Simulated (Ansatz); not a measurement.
V5Si3 (space group I4/mcm), energy against volume

V5Si3 (space group I4/mcm)

```xyz
16
Lattice="-4.6544 4.6544 2.3386 4.6544 -4.6544 2.3386 4.6544 4.6544 -2.3386" Properties=species:S:1:pos:R:3 pbc="T T T"
V      0.6957     7.2153     0.0000
V      3.9588    -2.5608     2.3386
V      2.0936     0.6957     0.0000
V      2.5608     3.9588     2.3386
V      0.6957     2.0936     2.3386
V      3.9588     2.5608     0.0000
V      2.0936    -0.6957     2.3386
V      2.5608     5.3501     0.0000
V      4.6544     0.0000     1.1693
V      0.0000     4.6544     1.1693
Si     6.1998     1.5454     0.0000
Si    -1.5454     3.1090     2.3386
Si     3.1090     1.5454     2.3386
Si     1.5454     3.1090     0.0000
Si     0.0000     0.0000     3.5079
Si     0.0000     0.0000     1.1693
```

E(V) scan at fixed shape, V₀ the volume above. The atoms relax within the cell's symmetry.

Calculation: PBEsol (plane waves to 420 eV, PAW, scalar-relativistic; Ansatz, an electronic-structure program). k mesh 9×9×9 (Γ-centred), Fermi-Dirac smearing 0.05 eV. Energies are smeared free energies. Stress and pressure are positive under compression. Left out: 2 of 9 points, with atoms too close for the PAW data. With the shape held, the modulus is that of even scaling; a crystal free to change shape is softer. V5Si3 is run without spin polarisation. V5Si3 was relaxed with its symmetry unable to fall. ΔE is measured from the relaxed starting cell.

| V/V₀ | ΔE (meV/atom) | P (GPa) |
|---|---|---|
| 0.950 | 22 | 11.9 |
| 0.975 | 5 | 5.6 |
| 1.000 | 0 | 0.0 |
| 1.025 | 5 | -4.9 |
| 1.050 | 19 | -9.2 |
| 1.075 | 41 | -12.9 |
| 1.100 | 70 | -16.2 |

Key numbers:

| Item | Value |
|---|---|
| Pressure at the smallest volume | 11.9 GPa |
| Energy cost of the largest compression | 22 meV/atom |
| Energy cost of the largest expansion | 70 meV/atom |
| Bulk modulus at fixed cell shape B₀ (third-order Birch-Murnaghan fit) | 208 GPa |
| Pressure derivative B₀′ (fit) | 4.2 |
| Equilibrium volume of the fit | 12.67 Å³/atom |
| Pressure for 5 % compression (fit) | 11.9 GPa |

(A scan under strain: stresses follow from slopes of the energy per volume, elastic moduli from its curvatures.)
